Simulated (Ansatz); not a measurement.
A vibration from a frozen displacement in ZrHg

Level of theory: DFT PBEsol, scalar-relativistic, plane waves, PAW (Ansatz). Cutoff 420 eV, Γ-centred 16×16×12 k-points, Gaussian smearing of 0.15 eV. Spin–orbit coupling is left out, which matters for the heavy elements here. No spin polarisation. Energies are free energies at this smearing, counted from the undisturbed cell; pressure is positive in compression.

Reference structure (as given, not relaxed at this level; it stands at -0.7 GPa, and it needn't be the usual structure):

```yaml
crystal:
  lattice:
    - [3.14700, 0.00000, 0.00000]
    - [0.00000, 3.14700, 0.00000]
    - [0.00000, 0.00000, 4.17000]
  atoms:
    - { symbol: Zr, position: [0.50000, 0.50000, 0.50000] }
    - { symbol: Hg, position: [0.00000, 0.00000, 0.00000] }
```

Every Hg atom is moved by x along the Cartesian unit vector (0.000, 0.000, -1.000); the cell and all other atoms stay fixed. The cell's volume is 41.30 Å³; the moved atoms weigh 200.592 u together and the others 91.224 u.

```csv
x (Å),ΔE (meV/cell),total force on the moved atoms along the move (eV/Å),pressure (GPa)
-0.1000,25.14,0.5132,-0.2193
-0.0500,6.18,0.2488,-0.5511
0.0000,0.00,0.0000,-0.6602
0.0750,14.01,-0.3783,-0.4136
```

Task: What frequency belongs to this motion?

Result: The force constant is k = −dF/dx = 5.003 eV/Å², from the parabola through x = -0.0500, 0 and 0.0750. In every cell the moved atoms swing against the rest, so the mass is μ = m₁m₂/(m₁ + m₂) = 62.707 u, and ν̃ = 521.5 cm⁻¹ × √(|k|/μ) = 147 cm⁻¹. To first order in x, and within 1 %, the force on every atom lies along the move and, within each of the two groups, in proportion to the atom's mass, so this is itself a mode at the zone centre of this cell.

Task: How far does the harmonic law reach?

Result: At x = -0.100 Å, kx²/2 = 25.02 meV against the computed 25.14 meV (+0.5 %): the well is still close to harmonic there.

In a metal these slopes depend on the k mesh and the smearing.